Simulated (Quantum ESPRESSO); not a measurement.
Ta₂In₅Cu (simulated cell), Ta₂InMo₄Au (simulated cell) (calculated)

Computed with Quantum ESPRESSO 7.5. Calculation on a made-up metal alloy cell, not a measurement: no spin or spin-orbit, unrelaxed, 2900 K smearing, stress positive in tension, cell energy less fitted offsets; periodic Kohn-Sham density functional theory in plane waves with PseudoDojo standard norm-conserving scalar-relativistic pseudopotentials, each functional with its own files (v0.5 for PBE, v0.4.1 for LDA and PBEsol), eight atoms on drawn sites of a strained close-packed or body-centred lattice, each displaced and held fixed; the energy is the cell's free energy, ions and the entropy term -TS included, at the stated Fermi-Dirac width, less a fixed offset for each atom's element (shifted free energy); compositions with an open d shell lost a parallel starting moment in a cheaper test run, and other magnetic orders were not tried; an error bar is the largest change of its kind in a tighter rerun, never given below 0.002 eV, 0.02 GPa or 0.003 eV/angstrom, and covers cutoff and k-mesh only, not smearing or the files.

Settings shared by all entries: lattice type hexagonal close-packed; functional pbe; fermi dirac smearing 0.25 eV; electrons removed 0; run command mpirun -np 4 pw.x -nk 4 -in in.

Notes on all entries: heavy elements are run without spin-orbit coupling, which real alloys of them have; a spin test at this wide smearing found no moment, but such smearing suppresses magnetism that the real alloy may have; lattice, volume and sites are drawn at random and may be unstable or far from any real phase; energies are for the whole cell, less offsets fitted to these runs, so they are not formation energies.

(1) 
```xyz
8
Lattice="2.9893 0.0386 -0.0017 0.0668 5.1376 -0.0030 -0.0056 -0.0058 10.1007" Properties=species:S:1:pos:R:3 formula=Ta2In5Cu cutoff=1252 run_processor=AMD_EPYC,older,virtual_cores k_mesh=8_x_5_x_3_shifted_half_a_step_off_Gamma_on_each_axis entropy_term_negative_ts=-0.922 pressure=7.31 stress_xx=-6.81 stress_yy=-8.06 stress_zz=-7.05 stress_yz=-0.04089 stress_xz=-0.06561 stress_xy=1.63 shifted_free_energy=0.729
In     0.0166    -0.0226     0.0005
In    -0.0126    -0.0104     5.0567
Ta     0.0081     1.7152     2.5334
Ta     0.0489     1.7301     7.5452
In     1.4929     2.6342    -0.0029
Cu     1.5505     2.5434     5.0069
In     1.5136     4.3362     2.5228
In     1.6003     4.2484     7.5835
```

Units: cutoff, entropy_term_negative_ts, shifted_free_energy in eV; pressure, stress_xx, stress_yy, stress_zz, stress_yz, stress_xz, stress_xy in GPa.

Atoms:
```tsv
atoms element	atom site	atom energy offset (eV)
In	1	-1808.02
In	2	-1808.02
Ta	3	-1771.44
Ta	4	-1771.44
In	5	-1808.02
Cu	6	-5159.25
In	7	-1808.02
In	8	-1808.02
```

Forces:
```tsv
site	x (eV/Å)	y (eV/Å)	z (eV/Å)
1	-0.134	1.079	-0.101
2	-0.002	0.562	0.078
3	-0.052	0.237	0.336
4	0.026	-0.66	-0.31
5	0.171	-1.126	0.089
6	-0.019	-0.192	0.029
7	0.131	-0.418	0.83
8	-0.12	0.518	-0.952
```

Notes: the copper pseudopotential is less sure than most, with forces differing by about three percent and pressure by about two GPa from a second method on plain copper; error bars: energy 0.019 eV, stress 0.17 GPa, force 0.012 eV/Å, from a tighter rerun of this cell; 17 SCF iterations, 385 s of wall time on a shared machine.

(2) 
```xyz
8
Lattice="4.3603 -2.5174 0.0000 -2.9069 0.0000 -4.7117 2.9069 5.0348 0.0000" Properties=species:S:1:pos:R:3 formula=Ta2InMo4Au cutoff=1088 run_processor=AMD_EPYC,Zen_5,virtual_cores k_mesh=5_x_5_x_4_shifted_half_a_step_off_Gamma_on_each_axis entropy_term_negative_ts=-1.642 pressure=1.18 stress_xx=-0.65 stress_yy=1.28 stress_zz=-4.17 stress_yz=-1.01 stress_xz=-0.52 stress_xy=1.48 shifted_free_energy=-0.418
Ta    -0.0275     0.0628     0.0580
Mo     1.4296     2.4737    -0.0036
Au     0.0215     1.7139    -2.3193
In     1.4593     4.1917    -2.3681
Mo     2.8795     0.0396     0.0172
Ta     4.3315     2.5212    -0.0403
Mo     1.4257    -0.8653    -2.3792
Mo     2.9511     1.6851    -2.3892
```

Units: cutoff, entropy_term_negative_ts, shifted_free_energy in eV; pressure, stress_xx, stress_yy, stress_zz, stress_yz, stress_xz, stress_xy in GPa.

Atoms:
```tsv
atoms element	atom site	atom energy offset (eV)
Ta	1	-1771.44
Mo	2	-1911.95
Au	3	-4032.82
In	4	-1808.02
Mo	5	-1911.95
Ta	6	-1771.44
Mo	7	-1911.95
Mo	8	-1911.95
```

Forces:
```tsv
site	x (eV/Å)	y (eV/Å)	z (eV/Å)
1	0.171	0.012	-0.8
2	0.284	0.205	0.308
3	-0.347	-0.19	-0.288
4	0.366	-0.045	0.343
5	0.263	0.049	-0.42
6	-0.211	-0.402	0.408
7	0.167	0.532	0.04
8	-0.692	-0.162	0.41
```

Notes: error bars: energy 0.0045 eV, stress 0.038 GPa, force 0.0061 eV/Å, from a tighter rerun of a related cell, whose elements or sites may differ; 17 SCF iterations, 178 s of wall time on a shared machine.

(3) 
```xyz
8
Lattice="4.3603 -2.5174 0.0000 -2.9069 0.0000 -4.7117 2.9069 5.0348 0.0000" Properties=species:S:1:pos:R:3 formula=Ta2InMo4Au cutoff=1088 run_processor=AMD_EPYC,Zen_5,virtual_cores k_mesh=5_x_5_x_4_shifted_half_a_step_off_Gamma_on_each_axis entropy_term_negative_ts=-1.621 pressure=1.04 stress_xx=-0.35 stress_yy=1.48 stress_zz=-4.23 stress_yz=0.01152 stress_xz=-0.12 stress_xy=0.84 shifted_free_energy=-0.496
Mo    -0.0275     0.0628     0.0580
Ta     1.4296     2.4737    -0.0036
Ta     0.0215     1.7139    -2.3193
Mo     1.4593     4.1917    -2.3681
Mo     2.8795     0.0396     0.0172
Mo     4.3315     2.5212    -0.0403
In     1.4257    -0.8653    -2.3792
Au     2.9511     1.6851    -2.3892
```

Units: cutoff, entropy_term_negative_ts, shifted_free_energy in eV; pressure, stress_xx, stress_yy, stress_zz, stress_yz, stress_xz, stress_xy in GPa.

Atoms:
```tsv
atoms element	atom site	atom energy offset (eV)
Mo	1	-1911.95
Ta	2	-1771.44
Ta	3	-1771.44
Mo	4	-1911.95
Mo	5	-1911.95
Mo	6	-1911.95
In	7	-1808.02
Au	8	-4032.82
```

Forces:
```tsv
site	x (eV/Å)	y (eV/Å)	z (eV/Å)
1	0.149	-0.895	-0.849
2	0.561	0.769	-0.331
3	0.031	0.303	-0.3
4	-0.486	0.005	-0.011
5	-0.057	-0.16	-0.064
6	0.515	-0.217	0.45
7	-0.206	0.383	0.995
8	-0.507	-0.188	0.11
```

Notes: error bars: energy 0.0045 eV, stress 0.038 GPa, force 0.0061 eV/Å, from a tighter rerun of a related cell, whose elements or sites may differ; 19 SCF iterations, 195 s of wall time on a shared machine.

(4) 
```xyz
8
Lattice="4.3603 -2.5174 0.0000 -2.9069 0.0000 -4.7117 2.9069 5.0348 0.0000" Properties=species:S:1:pos:R:3 formula=Ta2InMo4Au cutoff=1088 run_processor=AMD_EPYC,Zen_5,virtual_cores k_mesh=5_x_5_x_4_shifted_half_a_step_off_Gamma_on_each_axis entropy_term_negative_ts=-1.718 pressure=1.38 stress_xx=0.52 stress_yy=-0.68 stress_zz=-3.98 stress_yz=1.13 stress_xz=1.27 stress_xy=-0.71 shifted_free_energy=-0.489
Mo    -0.0275     0.0628     0.0580
Ta     1.4296     2.4737    -0.0036
Mo     0.0215     1.7139    -2.3193
Ta     1.4593     4.1917    -2.3681
In     2.8795     0.0396     0.0172
Mo     4.3315     2.5212    -0.0403
Au     1.4257    -0.8653    -2.3792
Mo     2.9511     1.6851    -2.3892
```

Units: cutoff, entropy_term_negative_ts, shifted_free_energy in eV; pressure, stress_xx, stress_yy, stress_zz, stress_yz, stress_xz, stress_xy in GPa.

Atoms:
```tsv
atoms element	atom site	atom energy offset (eV)
Mo	1	-1911.95
Ta	2	-1771.44
Mo	3	-1911.95
Ta	4	-1771.44
In	5	-1808.02
Mo	6	-1911.95
Au	7	-4032.82
Mo	8	-1911.95
```

Forces:
```tsv
site	x (eV/Å)	y (eV/Å)	z (eV/Å)
1	-0.301	-1.285	-0.29
2	0.595	0.928	0.548
3	0.143	0.711	-0.347
4	-0.354	-0.316	0.09
5	0.123	-0.401	-0.604
6	-0.402	0.488	0.031
7	0.087	0.403	0.615
8	0.11	-0.528	-0.042
```

Notes: error bars: energy 0.0045 eV, stress 0.038 GPa, force 0.0061 eV/Å, from a tighter rerun of a related cell, whose elements or sites may differ; 17 SCF iterations, 179 s of wall time on a shared machine.

(5) 
```xyz
8
Lattice="4.3603 -2.5174 0.0000 -2.9069 0.0000 -4.7117 2.9069 5.0348 0.0000" Properties=species:S:1:pos:R:3 formula=Ta2InMo4Au cutoff=1088 run_processor=AMD_EPYC,Zen_5,virtual_cores k_mesh=5_x_5_x_4_shifted_half_a_step_off_Gamma_on_each_axis
Mo    -0.0275     0.0628     0.0580
Ta     1.4296     2.4737    -0.0036
Mo     0.0215     1.7139    -2.3193
Mo     1.4593     4.1917    -2.3681
Ta     2.8795     0.0396     0.0172
In     4.3315     2.5212    -0.0403
Au     1.4257    -0.8653    -2.3792
Mo     2.9511     1.6851    -2.3892
```

Units: cutoff in eV.

Atoms:
```tsv
atoms element	atom site	atom energy offset (eV)
Mo	1	-1911.95
Ta	2	-1771.44
Mo	3	-1911.95
Mo	4	-1911.95
Ta	5	-1771.44
In	6	-1808.02
Au	7	-4032.82
Mo	8	-1911.95
```

Notes: error bars: energy 0.0045 eV, stress 0.038 GPa, force 0.0061 eV/Å, from a tighter rerun of this cell; 18 SCF iterations, 191 s of wall time on a shared machine.

## Withheld values
1. Ta₂InMo₄Au (simulated cell) (entry 5): entropy term negative ts?
2. Ta₂InMo₄Au (simulated cell) (entry 5): stress yz?
3. Give the table of forces values for Ta₂InMo₄Au (simulated cell) (entry 5).

Calculated values
1. -1.742 eV
2. -0.97 GPa
3. 
Forces:
```tsv
site	x (eV/Å)	y (eV/Å)	z (eV/Å)
1	0.19	-0.37	-0.538
2	0.058	0.144	0.331
3	0.106	-0.123	-0.035
4	0.002	-0.07	-0.022
5	-0.732	-0.238	0.065
6	0.364	0.355	0.33
7	0.16	0.75	0.247
8	-0.146	-0.448	-0.378
```

Further results for Ta₂InMo₄Au (simulated cell) (entry 5):

```
pressure            : 1.2 GPa
stress xx           : -0.81 GPa
stress yy           : -0.2 GPa
stress zz           : -2.58 GPa
stress xz           : -0.08999 GPa
stress xy           : -0.41 GPa
shifted free energy : -0.42 eV
```
